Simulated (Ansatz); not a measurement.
N2 on a (100) slab of W (Im-3m (No. 229)), 5 planes, outer planes W (top) and W (bottom), 1 a cell of 39.9 Å², relaxed and still whole (its atoms last):

```yaml
crystal:
  lattice:
    - [6.31875, 0.00000, 0.00000]
    - [0.00000, 6.31875, 0.00000]
    - [0.00000, 0.00000, 25.41875]
  atoms:
    - { symbol: W, position: [0.25000, 0.75000, 0.31473] }
    - { symbol: W, position: [0.25000, 0.25000, 0.31473] }
    - { symbol: W, position: [0.75000, 0.75000, 0.31473] }
    - { symbol: W, position: [0.75000, 0.25000, 0.31473] }
    - { symbol: W, position: [0.50000, 0.50000, 0.37687] }
    - { symbol: W, position: [0.50000, 0.00000, 0.37687] }
    - { symbol: W, position: [0.00000, 0.50000, 0.37687] }
    - { symbol: W, position: [0.00000, 0.00000, 0.37687] }
    - { symbol: W, position: [0.75405, 0.24595, 0.43861] }
    - { symbol: W, position: [0.75405, 0.75405, 0.43861] }
    - { symbol: W, position: [0.24595, 0.24595, 0.43861] }
    - { symbol: W, position: [0.24595, 0.75405, 0.43861] }
    - { symbol: W, position: [0.00000, 0.00000, 0.50568] }
    - { symbol: W, position: [0.00000, 0.50000, 0.50303] }
    - { symbol: W, position: [0.50000, 0.00000, 0.50303] }
    - { symbol: W, position: [0.50000, 0.50000, 0.49547] }
    - { symbol: W, position: [0.27340, 0.72660, 0.56054] }
    - { symbol: W, position: [0.27340, 0.27340, 0.56054] }
    - { symbol: W, position: [0.72660, 0.72660, 0.56054] }
    - { symbol: W, position: [0.72660, 0.27340, 0.56054] }
    - { symbol: N, position: [0.50000, 0.50000, 0.60384] }
    - { symbol: N, position: [0.50000, 0.50000, 0.65165] }
```

Theory: Ansatz, DFT PBE+D3(BJ), scalar-relativistic, plane waves, PAW. Settings: cutoff 420 eV, Γ-centred mesh 3×3×1 on the computed 22-atom cell, Gaussian smearing of 0.10 eV; no spin polarisation. A dipole correction removes the field between periodic images along c.

It binds with 0.43 eV a molecule against the clean slab and the free molecule (no zero-point or thermal terms); its shortest contact is N–W 2.31 Å. Take first-order desorption with no barrier to adsorption, no reaction on the face and an assumed prefactor of 10^13 s⁻¹.

Problem. How long does a molecule stay at 300 K?

Solution. τ = ν⁻¹·exp(E/k_BT) with k_BT = 0.0259 eV: E/k_BT = 16.6, so τ ≈ 2×10^-6 s. At about one hit a site a second (10⁻⁶ mbar) the coverage is near τ × 1 s⁻¹, so a layer needs roughly 6×10^-1 mbar.

Problem. Where does its peak lie in a desorption experiment heated at 2 K/s?

Solution. The peak obeys E/(k_B·T_p²) = (ν/β)·exp(−E/k_BT_p). Solving gives T_p ≈ 162 K (E/k_BT_p = 30.9). An error of 0.1 eV in E moves it by about 38 K, and larger molecules have larger prefactors, which lowers it.